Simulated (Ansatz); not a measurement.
Fields on a plane of BN (zinc blende)

```
BN
1.0
    0.00000     1.80487     1.80487
    1.80487     0.00000     1.80487
    1.80487     1.80487     0.00000
N B
1 1
Direct
  0.75000   0.75000   0.75000
  0.00000   0.00000   0.00000
```

The slice is a {111} plane (indices of the conventional cell) through the point (0.000, 0.000, 0.000) (fractional), spanned by u = [100] and v = [-1 2 0] in vectors of this cell: u (2.55 Å) and v (4.42 Å, at 90° to u). It covers one period; positions are fractions (u, v).

Atoms on it: B at (0.00, 0.00); B at (0.50, 0.50). Other atoms lie within 1 Å of the plane.

Level of theory: r2SCAN (plane waves to 500 eV, PAW, scalar-relativistic; Ansatz, a quantum-chemistry and plane-wave program). k mesh 16×16×16. Inside the PAW spheres the values are not all-electron values, and peaks at nuclei hang on which shells count as valence. BN was relaxed with its symmetry unable to fall.

```tsv
v \ u	0.00	0.12	0.25	0.38	0.50	0.62	0.75	0.88
0.96	-0.5	-0.2	0.0	-0.1	0.0	-0.1	0.0	-0.2
0.86	-0.3	-0.2	0.0	0.2	0.3	0.2	0.0	-0.2
0.75	-0.7	-0.6	-0.2	0.1	0.2	0.1	-0.2	-0.6
0.64	-0.9	-0.8	-0.4	-0.1	0.0	-0.1	-0.4	-0.8
0.54	-0.4	-0.4	-0.3	-0.3	-0.5	-0.3	-0.3	-0.4
0.43	0.1	0.1	0.0	-0.1	-0.3	-0.1	0.0	0.1
0.32	0.3	0.2	0.0	-0.3	-0.4	-0.3	0.0	0.2
0.21	0.1	0.0	-0.3	-0.7	-0.9	-0.7	-0.3	0.0
0.11	-0.1	-0.2	-0.4	-0.7	-0.8	-0.7	-0.4	-0.2
0.00	-0.7	-0.2	-0.1	-0.2	-0.2	-0.2	-0.1	-0.2
```

Values: log₁₀ of the valence density in e/Å³. The scale is logarithmic, as a density can span decades between atoms and voids.

```
|2355422222224553|
|7764212232212467|
|9963212444212369|
|9863223565322368|
|7653224565422356|
|5542223454322245|
|4432222232222234|
|4433222111222334|
|4444332212233444|
|4445555434555544|
|4456787656787654|
|3346899656998643|
|2345898424898543|
|2234676202676432|
|2222455323554222|
|3221246777642122|
|4421236999632124|
|6532236898632235|
|6542235676532245|
|5432224555422234|
|3222223444322222|
|1122233444332221|
|1223344444443322|
|3455554444455554|
|5678765444567876|
|5699864333468996|
|2489854323458984|
|0267643222346762|
```
Scale: ten equal steps from 0.049 (start of '0') to 0.356 (end of '9'), in the order '0123456789'. Values: density of the lowest conduction band (whole band as if filled, smooth part) in e/Å³. The map has 16 points along u (one character each, u = 0 at the left) and 28 along v (v = 0 in the bottom row).
